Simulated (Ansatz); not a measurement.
Relativity in GdO

```yaml
crystal:
  lattice:
    - [0.00000, 2.69613, 2.69613]
    - [2.69613, 0.00000, 2.69613]
    - [2.69613, 2.69613, 0.00000]
  atoms:
    - { symbol: Gd, position: [0.00000, 0.00000, 0.00000] }
    - { symbol: O, position: [0.75000, 0.75000, 0.75000] }
```

Atom numbers follow the list: Gd1, O2.

Structure from Materials Project entry mp-7870 (possibly hypothetical), not relaxed further.

Where the f shell is localised, expect the real compound to differ from this run without U.

Other magnetic orders may lie lower; this is the state that the run reached.

One fixed cell is solved with PBEsol by all-electron LAPW in Ansatz 0.2.0 under different relativistic treatments. Pressure is positive in compression.

No spin–orbit coupling, which matters for the heavy atoms here.

Settings: a Γ-centred 13×13×13 k mesh, Fermi–Dirac smearing of 0.08 eV, basis error target 1 meV/atom, spin-polarised from start moments Gd1 7 μB.

```
            setting  P (GPa)  spin moment on Gd1 (μB)  lowest spin-up level at Γ above −25 eV, from the valence-band top or, without a gap, the Fermi level (eV)
scalar-relativistic    -4.03                     6.99                                                                                                     -22.68
   non-relativistic     2.37                        ?                                                                                                          ?
```

**Question.** Fill in "lowest spin-up level at Γ above −25 eV, from the valence-band top or, without a gap, the Fermi level (eV)" for the row "non-relativistic".

**Answer.** -19.34.

**Question.** What belongs in the row "non-relativistic", column "spin moment on Gd1 (μB)"?

**Answer.** 6.23.
